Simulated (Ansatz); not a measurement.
Relaxation of a randomly generated symmetric cell of PtSe2 (space group No. 160); 6 atoms in the cell, which starts as R3m, hexagonal axes (No. 160), hR6; a = b = 7.1600 Å, c = 10.0970 Å, α = β = 90.00°, γ = 120.00°. Computed with PBE (plane waves to 420 eV, PAW, scalar-relativistic; Ansatz, a first-principles code). Γ-centred k-mesh 5×5×5 on the run's cell (coarser than for final values), Fermi–Dirac smearing 0.05 eV. This is the first round of the run. 

The optimiser's lines from the output (shortened; P is positive under compression):

```
relax step   1: F+E_penalty+E_count = -46890.50992072 eV  Δ(F+E_penalty+E_count) = +0.000e0 eV  max|allowed force component| = 5.349e1 eV/Å  Δτ_max = 0.0000 Å  P = +67.185 GPa  Ω = 149.427 Å³  (9 SCF iters, dr2 threshold 1.00e-7 eV, accepted)
relax step   2: F+E_penalty+E_count = -46909.73932788 eV  Δ(F+E_penalty+E_count) = -1.923e1 eV  max|allowed force component| = 1.700e1 eV/Å  Δτ_max = 0.1950 Å  P = +20.087 GPa  Ω = 152.930 Å³  (9 SCF iters, dr2 threshold 6.00e-7 eV, accepted)
relax step   3: F+E_penalty+E_count = -46914.22556152 eV  Δ(F+E_penalty+E_count) = -4.486e0 eV  max|allowed force component| = 9.898e0 eV/Å  Δτ_max = 0.1443 Å  P = +11.685 GPa  Ω = 143.519 Å³  (8 SCF iters, dr2 threshold 6.00e-7 eV, accepted)
relax step   4: F+E_penalty+E_count = -46917.65427827 eV  Δ(F+E_penalty+E_count) = -3.429e0 eV  max|allowed force component| = 4.791e0 eV/Å  Δτ_max = 0.1923 Å  P = +8.740 GPa  Ω = 129.323 Å³  (9 SCF iters, dr2 threshold 6.00e-7 eV, accepted)
relax step   5: F+E_penalty+E_count = -46919.29956022 eV  Δ(F+E_penalty+E_count) = -1.645e0 eV  max|allowed force component| = 2.127e0 eV/Å  Δτ_max = 0.1950 Å  P = +5.378 GPa  Ω = 125.546 Å³  (8 SCF iters, dr2 threshold 6.00e-7 eV, accepted)
relax step   6: F+E_penalty+E_count = -46920.29403675 eV  Δ(F+E_penalty+E_count) = -9.945e-1 eV  max|allowed force component| = 9.116e-1 eV/Å  Δτ_max = 0.1772 Å  P = -2.739 GPa  Ω = 136.793 Å³  (7 SCF iters, dr2 threshold 6.00e-7 eV, accepted)
relax step   7: F+E_penalty+E_count = -46920.82488422 eV  Δ(F+E_penalty+E_count) = -5.308e-1 eV  max|allowed force component| = 1.064e0 eV/Å  Δτ_max = 0.2000 Å  P = -1.786 GPa  Ω = 136.015 Å³  (7 SCF iters, dr2 threshold 6.00e-7 eV, accepted)
relax step   8: F+E_penalty+E_count = -46921.04454639 eV  Δ(F+E_penalty+E_count) = -2.197e-1 eV  max|allowed force component| = 5.561e-1 eV/Å  Δτ_max = 0.1999 Å  P = +0.980 GPa  Ω = 133.348 Å³  (7 SCF iters, dr2 threshold 6.00e-7 eV, accepted)
relax step   9: F+E_penalty+E_count = -46921.06657270 eV  Δ(F+E_penalty+E_count) = -2.203e-2 eV  max|allowed force component| = 1.581e-1 eV/Å  Δτ_max = 0.0925 Å  P = +0.004 GPa  Ω = 134.411 Å³  (6 SCF iters, dr2 threshold 6.00e-7 eV, accepted)
relax step  10: F+E_penalty+E_count = -46921.07619191 eV  Δ(F+E_penalty+E_count) = -9.619e-3 eV  max|allowed force component| = 4.434e-2 eV/Å  Δτ_max = 0.0271 Å  P = +0.022 GPa  Ω = 134.983 Å³  (5 SCF iters, dr2 threshold 6.00e-7 eV, accepted)
relax step  11: F+E_penalty+E_count = -46921.07586923 eV  Δ(F+E_penalty+E_count) = +3.227e-4 eV  max|allowed force component| = 2.090e-2 eV/Å  Δτ_max = 0.0136 Å  P = -0.091 GPa  Ω = 135.499 Å³  (5 SCF iters, dr2 threshold 1.23e-7 eV, rejected (line search))
relax step  12: F+E_penalty+E_count = -46921.07657148 eV  Δ(F+E_penalty+E_count) = -3.796e-4 eV  max|allowed force component| = 7.319e-3 eV/Å  Δτ_max = 0.0043 Å  P = +0.029 GPa  Ω = 135.183 Å³  (8 SCF iters, accepted)
relax step  13: F+E_penalty+E_count = -46921.07654836 eV  Δ(F+E_penalty+E_count) = +2.312e-5 eV  max|allowed force component| = 9.101e-3 eV/Å  Δτ_max = 0.0028 Å  P = -0.033 GPa  Ω = 135.247 Å³  (5 SCF iters, dr2 threshold 3.48e-9 eV, accepted)
relax step  14: F+E_penalty+E_count = -46921.07657137 eV  Δ(F+E_penalty+E_count) = -2.301e-5 eV  max|allowed force component| = 2.446e-4 eV/Å  Δτ_max = 0.0014 Å  P = -0.000 GPa  Ω = 135.212 Å³  (4 SCF iters, dr2 threshold 5.38e-9 eV, accepted)
relax step  15: F+E_penalty+E_count = -46921.07467027 eV  Δ(F+E_penalty+E_count) = +1.901e-3 eV  max|allowed force component| = 5.687e-4 eV/Å  Δτ_max = 0.0000 Å  P = -0.038 GPa  Ω = 135.212 Å³  stress off target by 4.29e-2 GPa  SCF on the basis re-selected at this cell (its energy is not comparable with the rows above)  (8 SCF iters)
relax step  16: F+E_penalty+E_count = -46921.07468971 eV  Δ(F+E_penalty+E_count) = -1.944e-5 eV  max|allowed force component| = 5.176e-3 eV/Å  Δτ_max = 0.0016 Å  P = +0.023 GPa  Ω = 135.090 Å³  (5 SCF iters, dr2 threshold 4.60e-9 eV, accepted)
relax step  17: F+E_penalty+E_count = -46921.07468864 eV  Δ(F+E_penalty+E_count) = +1.067e-6 eV  max|allowed force component| = 3.906e-4 eV/Å  Δτ_max = 0.0013 Å  P = -0.002 GPa  Ω = 135.142 Å³  (5 SCF iters, dr2 threshold 1.78e-9 eV, accepted)
relax step  18: F+E_penalty+E_count = -46921.07467859 eV  Δ(F+E_penalty+E_count) = +1.005e-5 eV  max|allowed force component| = 3.853e-4 eV/Å  Δτ_max = 0.0000 Å  P = -0.001 GPa  Ω = 135.142 Å³  stress off target by 2.24e-3 GPa  SCF on the basis re-selected at this cell (its energy is not comparable with the rows above)  (5 SCF iters)
```

From the first to the last row the energy changes by -5.09 eV/atom and the volume by -9.6 %. The last row is marked as not comparable with the walk above it, whose basis was carried along; it does compare with step 1, since both stand on a basis selected at the nominal cutoff for their own cell.

Step 11 was rejected by the optimiser.

Later rounds, restarted from the end of this one on a renewed k-mesh, logged 6 more steps and released under 0.01 eV/atom more. The final structure after all rounds: R3m, hexagonal axes (No. 160), hR6; a = 7.4051 Å, b = 7.4051 Å, c = 8.5403 Å, α = 90.00°, β = 90.00°, γ = 120.00°. Between re-selections the logged energies stand on a plane-wave basis carried along with the cell. No spin polarisation in the result.

The run could not lose the symmetry of its start: the end is stationary, and may be a saddle point rather than a minimum.

The relaxed structure here is a generated cell of PtSe2: the first start was made by a random draw of sites in a space group, and the end was not matched to a known phase here, so it may be hypothetical. Known forms of PtSe2 include space group No. 164.
